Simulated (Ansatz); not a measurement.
Problem. Volume from PBE minus that from r²SCAN (% of the latter), each on its own relaxed cell (Ansatz, a first-principles code, plane waves, PAW; no spin–orbit coupling, no Hubbard U), over 37 phases of the class «transition-metal oxides»: what sign and size do you expect?

Solution. Mean 3.0 %, median 2.3 %, mean absolute 3.0 %; eight in ten lie between 1.5 and 5.0 %, and 100 % are above zero.

Some cases that may be named, with their rank among the 37 from the lowest: Cr2O3, corundum 1.0 % (rank 2); BaZrO3, cubic perovskite 1.6 % (rank 6); HfO2, fluorite 2.3 % (rank 19); TiO2, anatase 2.3 % (rank 20); CoLi2Nb4O12, P1 (Pearson symbol aP19) 2.8 % (rank 27); LiNbO3, R3c (Li on 6a, Nb on 6a, O on 18b) 3.0 % (rank 30).

The phases are those computed here (of each formula those with measured values and the lowest at some level), not a balanced benchmark, and neither functional is the truth. Pairs that end in unlike spin orders or unlike minima (c/a over 6 % apart, 30 % for weakly bound crystals), magnets with 4f shells, solids of gases and phases set aside for tests are left out.

15 of the phases carry moments, in the orders computed and without U. 3 are weakly bound layers, chains or molecules.

Spin orders computed, not proven ground states: Cr2O3, corundum with PBE antiferromagnetic; Cr2O3, corundum with r²SCAN antiferromagnetic; CoLi2Nb4O12, P1 (Pearson symbol aP19) with PBE ferromagnetic; CoLi2Nb4O12, P1 (Pearson symbol aP19) with r²SCAN ferromagnetic. Typed or built starts, not in the databases checked: CoLi2Nb4O12, P1 (Pearson symbol aP19). Not the usual ambient phase: HfO2, fluorite. Unstable at this level: BaZrO3, cubic perovskite with PBE; HfO2, fluorite with PBE. All cells were relaxed under the symmetry of their starts (and spin orders); stability against distortions was not tested throughout. Cells of antiferromagnets are given as chemical subcells. Named crystals with no word on spin ran without spin polarisation. No Hubbard U is applied. Scalar-relativistic: spin–orbit coupling is off unless named, which matters more the heavier the elements.

Potentials: the later of the program's two PAW sets.

Ansatz is a plane-wave DFT program.
